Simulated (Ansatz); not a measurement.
Relaxed BePd (CsCl type):

```
CELL_PARAMETERS angstrom
      5.54527     0.00000     0.00000
      2.77263     2.77263     0.00000
      0.00000     0.00000     2.77263
ATOMIC_POSITIONS crystal
  Be 0.00000 0.00000 0.00000
  Be 0.50000 0.00000 0.00000
  Pd 0.00000 0.50000 0.50000
  Pd 0.50000 0.50000 0.50000
```

The atoms are displaced by Q × the pattern below (from a DFPT mode at M = (0.5, 0.5, 0.0), largest move 1; Q in Å), at fixed cell. (q is in reciprocal vectors of the primitive cell; the cell shown is doubled to hold the pattern.)

```tsv
atom	x	y	z
Pd3	0.000	0.000	-1.000
Pd4	0.000	0.000	1.000
```

Atoms not listed stay in place.

Computed with LDA (plane waves to 420 eV, PAW, scalar-relativistic; Ansatz, a first-principles code). k mesh 17×17×17 (Γ-centred), Fermi-Dirac smearing 0.05 eV. The energy includes the smearing's −TS. With partly filled bands, energies and forces of such displacements shift with the k mesh and the smearing. BePd is run without spin polarisation. BePd was relaxed with its symmetry unable to fall. ΔE is measured from the undisplaced structure. The last digit holds for this mesh only.

```tsv
Q (Å)	ΔE (meV/cell)
-0.1000	49.62
-0.0833	34.50
-0.0667	22.11
-0.0500	12.46
-0.0333	withheld
-0.0167	1.39
0.0000	0.00
0.0167	1.39
0.0333	withheld
0.0500	12.46
0.0667	22.11
0.0833	34.50
0.1000	49.62
```

Fit an even polynomial form (powers 2, 4) to the given rows and predict ΔE at Q = 0.0333.

Least squares on the 11 given rows: ΔE = (4985)·Q² + (-2278)·Q⁴, in meV/cell with Q in Å; root-mean-square residual 0.014 meV/cell. At 0.0333 the fit gives 5.53 meV/cell; the calculation gives 5.54 meV/cell, so the interpolation is off by -0.01 (-0.2 %). The quadratic term alone would give 5.53 meV/cell.

(A displaced cell: forces are minus the slopes of the energy, force constants its curvatures, and phonons follow from these.)
